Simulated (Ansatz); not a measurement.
**GaN (F-43m): phonons**

Level of theory: LDA, PAW on Ansatz 0.2.0's default frozen-core files (fitted under PBE), scalar-relativistic.

The cell comes from a PAW relaxation under the same functional.

The structure is one entry of a database and needn't be the stable phase.

Command line:

```sh
ansatz run input.yaml --threads 2 --pin off --max-ram 5120MiB --backend cpu --events-out ev --progress --plain --runs-dir out
```

Input file:

```yaml
crystal:
  lattice:
    - [0.0, 2.2277052366, 2.2277052366]
    - [2.2277052366, 0.0, 2.2277052366]
    - [2.2277052366, 2.2277052366, 0.0]
  atoms:
    - { symbol: Ga, position: [0.0, 0.0, 0.0] }
    - { symbol: "N", position: [0.25, 0.25, 0.25] }
kpoints:
  mp_grid: { grid: [8, 8, 8] }
scf:
  occupations: { method: fixed }
hamiltonian:
  xc: lda
  pseudopotentials: { kind: paw }
phonons:
  method: dfpt
  dielectric: true
  rigid_motions: translations
```

Output (shortened where marked):

```
Warning: RAYON_NUM_THREADS=2 ignored (pool sized by the plan → 2); use --threads N
Engine: ansatz 0.2.0, x86_64-unknown-linux-gnu
Pseudopotentials: kind: paw
Pseudopotential: Ga, paw, valence charge 13, recommended cutoff 420 eV (normal), Ga.paw.azcp
Pseudopotential: N, paw, valence charge 5, recommended cutoff 420 eV (normal), N.paw.azcp
Functional definition: SPW92
  exchange = slater_x
  correlation = pw_c
Crystal: 2 atoms, lattice volume = 22.111 Å³
Basis set: ecut = 420 eV, 411 PW (Γ), exchange–correlation on 48×48×48 points (8 copies of the dense FFT grid, shifted against one another)
Bands: 13, of which v1, the nominal top of the filled ones, is band 9 counted from 1 (8 counted from 0)
Symmetry: 24 space group operations
k-points: 95 of 512 (irreducible under 4 space group operations, time reversal used)
Non-local potential: Ga, projectors of the file, l = 0: 2, l = 1: 2, l = 2: 3, l = 3: 1
Non-local potential: N, projectors of the file, l = 0: 2, l = 1: 2, l = 2: 1
PAW form: soft (Blöchl's): semilocal exchange-correlation on the pseudo side does not see the compensation charge
[... 62 lines left out ...]
        0.000000     5.766873     0.000000
        0.000000     0.000000     5.766873
  ε⁰ (static dielectric tensor: ions relaxed, cell fixed):
       10.096485     0.000000     0.000000
        0.000000    10.096485     0.000000
        0.000000     0.000000    10.096485
  ε⁰ − ε∞ (ionic part):
        4.329612     0.000000     0.000000
        0.000000     4.329612     0.000000
        0.000000     0.000000     4.329612
  softest optical mode at Γ: 552.84 cm⁻¹; the repairs (sum rule, projections) moved no ω² at Γ by more than (0.32 cm⁻¹)²
  Born effective charges Z* (e; rows j = field, columns β = displacement):
    site 0:
         2.63349    0.00000    0.00000
         0.00000    2.63349    0.00000
         0.00000    0.00000    2.63349
    site 1:
        -2.63349   -0.00000   -0.00000
        -0.00000   -2.63349   -0.00000
        -0.00000   -0.00000   -2.63349
  Z* charge neutrality: 8.676e-4 e pre-enforcement
  solved inside a basis spanned on kpoints, on 8×8×8 k-points, its susceptibility summed on 12×12×12: ε∞ is read to err by 1.7e-2, Z* by 1.4e-2 e (field_mesh: kpoints solves on kpoints); Z* is corrected for what the basis lacks
  optical modes at Γ without the LO–TO term, one row a degenerate level:
      ω (cm⁻¹)  modes    IR ((D/Å)²/amu)
        552.84      3            41.1535
  optical modes at Γ + LO–TO along q̂ = [1.0000, 0.0000, 0.0000]:
      ω (cm⁻¹)  modes    IR ((D/Å)²/amu)
        552.84      2            27.4357
        731.50      1            13.7178
  optical modes at Γ + LO–TO along q̂ = [0.0000, 1.0000, 0.0000]:
      ω (cm⁻¹)  modes    IR ((D/Å)²/amu)
        552.84      2            27.4357
        731.50      1            13.7178
  optical modes at Γ + LO–TO along q̂ = [0.0000, 0.0000, 1.0000]:
      ω (cm⁻¹)  modes    IR ((D/Å)²/amu)
        552.84      2            27.4357
        731.50      1            13.7178
```

The run converged.

Field response:

Linear response of an insulating crystal by Kohn-Sham DFT to a field and to zone-centre displacements, local fields included; Born charges neutralised; LO modes for wave vectors along x and z; Cartesian axes as in the input.

```
Dielectric electronic (x, y, z)   : 5.767, 5.767, 5.767
Dielectric static (x, y, z)       : 10.1, 10.1, 10.1
Highest phonon with field along x : 731.5 cm⁻¹
Highest phonon with field along z : 731.5 cm⁻¹
Highest phonon without field      : 552.8 cm⁻¹
```

| atom | born charge xx (e) | born charge yy (e) | born charge zz (e) |
| --- | --- | --- | --- |
| Ga1 | 2.633 | 2.633 | 2.633 |
| N2 | -2.633 | -2.633 | -2.633 |

Zone-centre phonons:

Harmonic phonons of a crystal by Kohn-Sham DFT at the given cell, standard atomic masses, acoustic sum rule imposed; negative wavenumbers are unstable modes; optical zone-centre levels upwards with Mulliken labels, activity, and the element with most of the kinetic energy.

- Point group: -43m

```
number  phonon wavenumber (cm⁻¹)  label  infrared  raman  lead element
     1                     552.8     T2       yes    yes             N
```

Keep in mind: frozen-core PAW files fitted under PBE, their cores solved anew for the functional of the run; zone-boundary modes aren't tested; this zinc-blende form is metastable at ambient conditions; field response not resolved by the mesh; no LO-TO term at the zone centre.

Time and hardware: 11 s on 2 threads of Intel(R) Xeon(R) Platinum 8488C (Sapphire Rapids), with other jobs on the host, peak memory 0.48 GiB.
